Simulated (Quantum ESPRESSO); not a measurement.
## GeGaAlS2N2 (finding a planted mistake in a log)

A calculation, not a measurement. The program is pw.x of Quantum ESPRESSO 7.5 (plane-wave density functional theory). The cell is made up: 7 atoms on a zincblende/diamond lattice with one site empty, with randomly drawn elements, strain and displacements, not relaxed. PseudoDojo standard norm-conserving files (v0.5 for PBE, v0.4.1 for LDA and PBEsol) set the functional; there is no spin polarisation, spin-orbit coupling or dispersion term, and the masses in the input are unused placeholders.

Intended input:

```
&control calculation='scf', pseudo_dir='./dojo.nc.sr.pbe.v0_5.standard.upf', outdir='./o', disk_io='medium', tprnfor=.true., tstress=.true. /
&system ibrav=0, nat=7, ntyp=5, nbnd=32, ecutwfc=84.00895049, nosym=.true., tot_charge=0,
 occupations='smearing', smearing='fd', degauss=0.0018374661
/
&electrons conv_thr=7.350e-09, electron_maxstep=60, /
ATOMIC_SPECIES
Al 1.0 Al.upf
Ga 1.0 Ga.upf
Ge 1.0 Ge.upf
N 1.0 N.upf
S 1.0 S.upf
CELL_PARAMETERS angstrom
4.9012 -0.0364 -0.0615
-0.0364 4.8657 -0.0228
-0.0615 -0.0228 4.8905
ATOMIC_POSITIONS angstrom
Ge -0.0555 -0.0958 0.0038
Ga 2.4324 -0.031 2.3567
Al 2.3664 2.3357 -0.0537
S 1.1685 1.2194 1.1094
S 1.0665 3.5694 3.6261
N 3.6325 1.1737 3.6037
N 3.6103 3.6288 1.1744
K_POINTS automatic
4 4 4 1 1 1
```

The log is shortened where brackets say so; the opening notice, blank lines, dates and the lines on written files are dropped, and the path of the files is cut. It prints rydbergs, bohrs and kilobars, and counts compression as positive stress. Where no state is partly filled, the Fermi energy that it prints is only some level between the filled and the empty states on the mesh, and need not lie in the true gap.

Log of the intended run:

```
     Program PWSCF v.7.5
     Parallel version (MPI & OpenMP), running on       1 processor cores
     Number of MPI processes:                 1
     Threads/MPI process:                     1
     [start-up lines left out]
     bravais-lattice index     =            0
     lattice parameter (alat)  =       9.2629  a.u.
     unit-cell volume          =     786.8557 (a.u.)^3
     number of atoms/cell      =            7
     number of atomic types    =            5
     number of electrons       =        52.00
     number of Kohn-Sham states=           32
     kinetic-energy cutoff     =      84.0090  Ry
     charge density cutoff     =     336.0358  Ry
     scf convergence threshold =      7.3E-09
     mixing beta               =       0.7000
     number of iterations used =            8  plain     mixing
     Exchange-correlation= PBE
                           (   1   4   3   4   0   0   0)
     [axes and pseudopotential details left out]
   Cartesian axes
     site n.     atom                  positions (alat units)
         1        Ge     tau(   1) = (  -0.0113226  -0.0195442   0.0007752  )
         2        Ga     tau(   2) = (   0.4962339  -0.0063243   0.4807903  )
         3        Al     tau(   3) = (   0.4827692   0.4765061  -0.0109553  )
         4        S      tau(   4) = (   0.2383857   0.2487698   0.2263287  )
         5        S      tau(   5) = (   0.2175766   0.7281932   0.7397606  )
         6        N      tau(   6) = (   0.7410663   0.2394465   0.7351908  )
         7        N      tau(   7) = (   0.7365372   0.7403114   0.2395893  )
     number of k points=    32  Fermi-Dirac smearing, width (Ry)=  0.0018
                       cart. coord. in units 2pi/alat
        k(    1) = (   0.1275597   0.1274770   0.1274852), wk =   0.0625000
        k(    2) = (   0.1307134   0.1286750   0.3781041), wk =   0.0625000
     [further k points left out]
     Dense  grid:    81759 G-vectors     FFT dimensions: (  60,  54,  54)
     Estimated max dynamical RAM per process >     105.11 MB
     Initial potential from superposition of free atoms
     starting charge      51.9940, renormalised to      52.0000
     Starting wfcs are   38 randomized atomic wfcs
     total cpu time spent up to now is        6.6 secs
     per-process dynamical memory:    67.6 Mb
     Self-consistent Calculation
     iteration #  1     ecut=    84.01 Ry     beta= 0.70
     Davidson diagonalization with overlap
     ethr =  1.00E-02,  avg # of iterations =  3.3
     total cpu time spent up to now is       24.8 secs
     total energy              =    -420.78884279 Ry
     estimated scf accuracy    <       1.63198866 Ry
     iteration #  2     ecut=    84.01 Ry     beta= 0.70
     Davidson diagonalization with overlap
     ethr =  3.14E-03,  avg # of iterations =  4.7
     total cpu time spent up to now is       44.6 secs
     total energy              =    -420.25033764 Ry
     estimated scf accuracy    <       8.19799947 Ry
     [iterations 3 to 10 left out]
     iteration # 11     ecut=    84.01 Ry     beta= 0.70
     Davidson diagonalization with overlap
     ethr =  4.14E-10,  avg # of iterations =  3.9
     total cpu time spent up to now is      161.4 secs
     total energy              =    -421.67314707 Ry
     estimated scf accuracy    <       0.00000004 Ry
     iteration # 12     ecut=    84.01 Ry     beta= 0.70
     Davidson diagonalization with overlap
     ethr =  7.57E-11,  avg # of iterations =  2.4
     total cpu time spent up to now is      175.2 secs
     End of self-consistent calculation
     [lines on levels left out]
     the Fermi energy is     7.7185 ev
!    total energy              =    -421.67314707 Ry
     estimated scf accuracy    <          4.3E-09 Ry
     smearing contrib. (-TS)   =      -0.00000000 Ry
     internal energy E=F+TS    =    -421.67314707 Ry
     The total energy is F=E-TS. E is the sum of the following terms:
     one-electron contribution =    -209.13892762 Ry
     hartree contribution      =     138.09651789 Ry
     xc contribution           =    -112.44102955 Ry
     ewald contribution        =    -238.18970779 Ry
     convergence has been achieved in  12 iterations
     Forces acting on atoms (cartesian axes, Ry/au):
     atom    1 type  3   force =    -0.26898241    0.01419759   -0.00347819
     atom    2 type  2   force =     0.18336365   -0.00769152    0.03201600
     atom    3 type  1   force =     0.28139770    0.05720755   -0.06314536
     atom    4 type  5   force =    -0.10122364    0.02277643    0.13534039
     atom    5 type  5   force =    -0.02739990   -0.05718132   -0.09166285
     atom    6 type  4   force =    -0.04057062   -0.03940795    0.04997397
     atom    7 type  4   force =    -0.02658478    0.01009924   -0.05904396
     Total force =     0.495189     Total SCF correction =     0.000089
     Computing stress (Cartesian axis) and pressure
          total   stress  (Ry/bohr**3)                   (kbar)     P=       34.02
   0.00004513   0.00015087  -0.00002069            6.64       22.19       -3.04
   0.00015087   0.00035834  -0.00048234           22.19       52.71      -70.95
  -0.00002069  -0.00048234   0.00029039           -3.04      -70.95       42.72
     init_run     :      4.76s CPU      6.51s WALL (       1 calls)
     electrons    :    153.53s CPU    168.59s WALL (       1 calls)
     forces       :      4.13s CPU      4.22s WALL (       1 calls)
     stress       :     10.50s CPU     10.58s WALL (       1 calls)
     [timing details left out]
     PWSCF        :   2m53.13s CPU   3m10.48s WALL
     JOB DONE.
```

A second run was made from an input with one planted mistake. Its log:

```
     Program PWSCF v.7.5
     Parallel version (MPI & OpenMP), running on       1 processor cores
     Number of MPI processes:                 1
     Threads/MPI process:                     1
     [start-up lines left out]
     bravais-lattice index     =            0
     lattice parameter (alat)  =       9.2629  a.u.
     unit-cell volume          =     786.8557 (a.u.)^3
     number of atoms/cell      =            7
     number of atomic types    =            5
     number of electrons       =        52.00
     number of Kohn-Sham states=           32
     kinetic-energy cutoff     =      84.0090  Ry
     charge density cutoff     =     336.0358  Ry
     scf convergence threshold =      7.3E-09
     mixing beta               =       0.7000
     number of iterations used =            8  plain     mixing
     Exchange-correlation= PBE
                           (   1   4   3   4   0   0   0)
     [axes and pseudopotential details left out]
   Cartesian axes
     site n.     atom                  positions (alat units)
         1        Ge     tau(   1) = (  -0.0113226  -0.0195442   0.0007752  )
         2        Ga     tau(   2) = (   0.4962339  -0.0063243   0.4807903  )
         3        Al     tau(   3) = (   0.4827692   0.4765061  -0.0109553  )
         4        S      tau(   4) = (   0.2383857   0.2487698   0.2263287  )
         5        S      tau(   5) = (   0.2175766   0.7281932   0.7397606  )
         6        N      tau(   6) = (   0.7410663   0.2394465   0.7351908  )
         7        N      tau(   7) = (   0.7365372   0.7403114   0.2395893  )
     number of k points=     1  Fermi-Dirac smearing, width (Ry)=  0.0018
                       cart. coord. in units 2pi/alat
        k(    1) = (  -0.5102388  -0.5099081  -0.5099409), wk =   2.0000000
     Dense  grid:    81759 G-vectors     FFT dimensions: (  60,  54,  54)
     Estimated max dynamical RAM per process >     105.11 MB
     Initial potential from superposition of free atoms
     starting charge      51.9940, renormalised to      52.0000
     Starting wfcs are   38 randomized atomic wfcs
     total cpu time spent up to now is        1.4 secs
     per-process dynamical memory:    66.4 Mb
     Self-consistent Calculation
     iteration #  1     ecut=    84.01 Ry     beta= 0.70
     Davidson diagonalization with overlap
     ethr =  1.00E-02,  avg # of iterations =  3.0
     total cpu time spent up to now is        1.9 secs
     total energy              =    -420.07033243 Ry
     estimated scf accuracy    <       2.23008712 Ry
     iteration #  2     ecut=    84.01 Ry     beta= 0.70
     Davidson diagonalization with overlap
     ethr =  4.29E-03,  avg # of iterations =  5.0
     total cpu time spent up to now is        2.3 secs
     total energy              =    -419.51553096 Ry
     estimated scf accuracy    <      11.56927964 Ry
     [iterations 3 to 14 left out]
     iteration # 15     ecut=    84.01 Ry     beta= 0.70
     Davidson diagonalization with overlap
     ethr =  7.08E-10,  avg # of iterations =  1.0
     total cpu time spent up to now is        8.3 secs
     total energy              =    -421.22573380 Ry
     estimated scf accuracy    <       0.00000006 Ry
     iteration # 16     ecut=    84.01 Ry     beta= 0.70
     Davidson diagonalization with overlap
     ethr =  1.16E-10,  avg # of iterations =  3.0
     total cpu time spent up to now is        8.6 secs
     End of self-consistent calculation
     [lines on levels left out]
     the Fermi energy is     8.0361 ev
!    total energy              =    -421.22573381 Ry
     estimated scf accuracy    <          6.5E-09 Ry
     smearing contrib. (-TS)   =      -0.00113007 Ry
     internal energy E=F+TS    =    -421.22460373 Ry
     The total energy is F=E-TS. E is the sum of the following terms:
     one-electron contribution =    -209.42000003 Ry
     hartree contribution      =     139.13826406 Ry
     xc contribution           =    -112.75315998 Ry
     ewald contribution        =    -238.18970779 Ry
     convergence has been achieved in  16 iterations
     Forces acting on atoms (cartesian axes, Ry/au):
     atom    1 type  3   force =    -0.26837142    0.01914369   -0.00664061
     atom    2 type  2   force =     0.19565642   -0.00623452    0.02749624
     atom    3 type  1   force =     0.27180804    0.05466847   -0.05844294
     atom    4 type  5   force =    -0.08358393    0.01703334    0.09718732
     atom    5 type  5   force =    -0.02836007   -0.05563836   -0.05819458
     atom    6 type  4   force =    -0.05053350   -0.04293965    0.04860438
     atom    7 type  4   force =    -0.03661555    0.01396704   -0.05000980
     Total force =     0.476024     Total SCF correction =     0.000186
     Computing stress (Cartesian axis) and pressure
          total   stress  (Ry/bohr**3)                   (kbar)     P=      131.70
   0.00061672   0.00016137  -0.00001184           90.72       23.74       -1.74
   0.00016137   0.00109035  -0.00051780           23.74      160.40      -76.17
  -0.00001184  -0.00051780   0.00097882           -1.74      -76.17      143.99
     init_run     :      1.23s CPU      1.29s WALL (       1 calls)
     electrons    :      6.20s CPU      7.25s WALL (       1 calls)
     forces       :      0.17s CPU      0.19s WALL (       1 calls)
     stress       :      0.49s CPU      0.52s WALL (       1 calls)
     [timing details left out]
     PWSCF        :      8.19s CPU      9.41s WALL
     JOB DONE.
```

Question: what was wrong in the second input?

Answer: the k-point mesh is too coarse. The input lines that differ, file-writing options aside:

```
- 4 4 4 1 1 1
+ 1 1 1 1 1 1
```

|  | intended run | run with the mistake |
| --- | --- | --- |
| free energy (eV) | -5737.155 | -5731.068 |
| smearing term -TS (eV) | 0.0000 | -0.0154 |
| pressure (GPa) | 3.40 | 13.17 |
| largest force component (eV/Å) | 7.235 | 6.988 |
| largest change of a force component (eV/Å) |  | 0.981 |
| iterations | 12 | 16 |

For scale, a rerun of the intended cell at 1437 eV and a 6 x 6 x 6 mesh moved values by no more than 0.003 eV in energy, 0.02 GPa in stress and 0.003 eV/Å in force.